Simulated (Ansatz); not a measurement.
ScPd₃ (Cu3Au type, Pm-3m), DFT-PBE in the program Ansatz with PAW potentials, all energies at zero smearing, with the estimated change up to a 700 eV cutoff added, with one set of potentials and settings (totals compare only within such a set). Cell of 4 atoms (3 Pd, 1 Sc): -23057.760 eV.

```csv
element,reference phase,E (eV/atom)
Pd,"Fm-3m, 1 atoms in the cell",-6972.8544
Sc,"P6_3/mmc, 2 atoms in the cell",-2135.8097
```

Formation energy per atom, worked out: (-23057.760 − 3×(-6972.8544) − 1×(-2135.8097))/4 = -0.847 eV/atom (-82 kJ per mol of atoms), at 0 K, without zero-point energy or fitted corrections.

The workflow started from an entry of the Crystallography Open Database (COD). Whether it is the stable phase at ambient conditions was not checked. Symmetry was held in the PBE relaxation; its stability against distortions is not shown here. No spin polarisation was allowed. The references are the lowest solids computed at this level, not always the standard phases.

Potentials: the later of the program's two PAW sets.
